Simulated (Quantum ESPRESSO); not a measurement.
# Al2GeZnN4: convergence and cost over cutoff and k mesh

Simulated, not a measurement. The program is pw.x of Quantum ESPRESSO 7.5 (plane-wave density functional theory). The cell is made up: 8 atoms on a wurtzite lattice, with randomly drawn elements, strain and displacements, not relaxed. PseudoDojo standard norm-conserving files (v0.5 for PBE, v0.4.1 for LDA and PBEsol) set the functional; there is no spin polarisation, spin-orbit coupling or dispersion term, and the masses in the input are unused placeholders.

Input of the run in row 4:

```
&control calculation='scf', pseudo_dir='./dojo.nc.sr.pbe.v0_5.standard.upf', outdir='./o', disk_io='medium', tprnfor=.true., tstress=.true. /
&system ibrav=0, nat=8, ntyp=4, nbnd=36, ecutwfc=84.00895049, nosym=.true., tot_charge=0,
 occupations='smearing', smearing='fd', degauss=0.0018374661
/
&electrons conv_thr=7.350e-09, electron_maxstep=60, /
ATOMIC_SPECIES
Al 1.0 Al.upf
Ge 1.0 Ge.upf
N 1.0 N.upf
Zn 1.0 Zn.upf
CELL_PARAMETERS angstrom
3.1632 0.0349 -0.0013
0.0604 5.4339 0.0373
-0.0021 0.0352 4.9819
ATOMIC_POSITIONS angstrom
Al 0.0276 -0.0161 0.0728
Al 1.6218 2.6585 0.0049
Ge 1.5216 0.9789 2.5151
Zn -0.1292 3.6799 2.4201
N -0.1685 0.0374 1.7604
N 1.7244 2.7959 1.7955
N 1.6166 0.9015 4.465
N 0.0402 3.6487 4.4641
K_POINTS automatic
6 4 4 1 1 1
```

The same cell was run at these settings. Meshes are shifted by half a step, and differences are from the last row, which is itself not exact.

| cutoff (eV) | k mesh | k points solved | threshold (eV) | free energy less the last row's (eV) | pressure (GPa) | largest stress difference (GPa) | largest force difference (eV/Å) | iterations | wall time (s) | k-point pools | processor |
| --- | --- | --- | --- | --- | --- | --- | --- | --- | --- | --- | --- |
| 800 | 2 x 2 x 2 | 4 | 1e-04 | 1.512 | -26.02 | 45.12 | 0.226 | 9 | 6 | 4 | AMD EPYC, Zen 5 class |
| 1143 | 1 x 1 x 1 | 1 | 1e-07 | -2.454 | 10.03 | 7.85 | 2.117 | 12 | 9 | 4 | AMD EPYC, Zen 5 class |
| 641 | 6 x 4 x 4 | 48 | 1e-07 | 25.773 | -258.68 | 272.73 | 0.188 | 13 | 17 | 4 | AMD EPYC, Zen 5 class |
| 1143 | 6 x 4 x 4 | 48 | 1e-07 | 0.001 | 14.00 | 0.04 | 0.002 | 13 | 33 | 4 | AMD EPYC, Zen 5 class |
| 1437 | 8 x 6 x 6 | 144 | 1e-07 | 0.000 | 13.99 | 0.00 | 0.000 | 13 | 120 | 4 | AMD EPYC, Zen 5 class |

Each pool is one process. Wall times include start-up and a band step at six k points, which weighs most on the coarsest meshes. The runs were on shared virtual cores whose load varied, so times are rough.